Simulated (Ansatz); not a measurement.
**From the elastic tensor of Ta$_{4}$Al to moduli and sound speeds**

These are results of Ansatz 0.2.0, DFT PBE, scalar-relativistic, plane waves, PAW, not measurements. Plane waves to 420 eV; Γ-centred k mesh 12×12×12; Gaussian smearing of 0.10 eV. No spin polarisation.

Space group I4/mmm (No. 139), tetragonal, a = 3.403 Å, c = 15.291 Å. Ta on its first site has 8 Ta at 2.86–2.91 Å, 1 Al at 3.01 Å, 1 Ta at 3.17 Å and 4 Ta at 3.40 Å; Ta on its second site has 4 Al at 2.82 Å, 5 Ta at 2.86–2.92 Å, 1 Ta at 3.17 Å and 4 Ta at 3.40 Å; around Al lie 8 Ta at 2.82 Å, 2 Ta at 3.01 Å and 4 Al at 3.40 Å.

The structure comes from a proposed guess, relaxed at this level; another structure or a mixture of phases may lie lower. In a metal, frequencies and elastic constants depend on the k mesh and the smearing, soft modes and shear constants most. Spin–orbit coupling is left out, which matters for heavy elements.

Relaxed-ion constants (GPa, on the Cartesian axes of the calculation):
```
220.7 165.8 128.4   0.0   0.0   0.0
165.8 220.7 128.4   0.0   0.0   0.0
128.4 128.4 296.0   0.0   0.0   0.0
  0.0   0.0   0.0  79.9   0.0   0.0
  0.0   0.0   0.0   0.0  79.9   0.0
  0.0   0.0   0.0   0.0   0.0  91.1
```

Density 14.082 g/cm³; 5 atoms in 88.53 Å³.

With S = C⁻¹: B_V = (C11+C22+C33+2(C12+C13+C23))/9, G_V = (C11+C22+C33−C12−C13−C23+3(C44+C55+C66))/15, 1/B_R = S11+S22+S33+2(S12+S13+S23), 15/G_R = 4(S11+S22+S33−S12−S13−S23)+3(S44+S55+S66); Hill is their mean. Then v_l = √((B+4G/3)/ρ), v_t = √(G/ρ), v_m = [(2/v_t³+1/v_l³)/3]^(−1/3) and Θ = (ħ/k_B)·v_m·(6π²n/V)^(1/3) for n atoms in the volume V; E = 9BG/(3B+G), ν = (3B−2G)/(2(3B+G)) and A^U = 5G_V/G_R + B_V/B_R − 6.

- Bulk modulus, Voigt / Reuss / Hill: 175.9 / 175.2 / 175.5 GPa
- Shear modulus, Voigt / Reuss / Hill: 71.1 / 58.5 / 64.8 GPa
- Young's modulus: 173 GPa
- Poisson ratio: 0.336
- Pugh ratio B/G: 2.71 (over 1.75, the rule of thumb for ductile)
- Universal anisotropy index: 1.08
- Longitudinal and transverse sound speeds: 4313 and 2146 m/s
- Debye temperature from the mean sound speed: 275 K
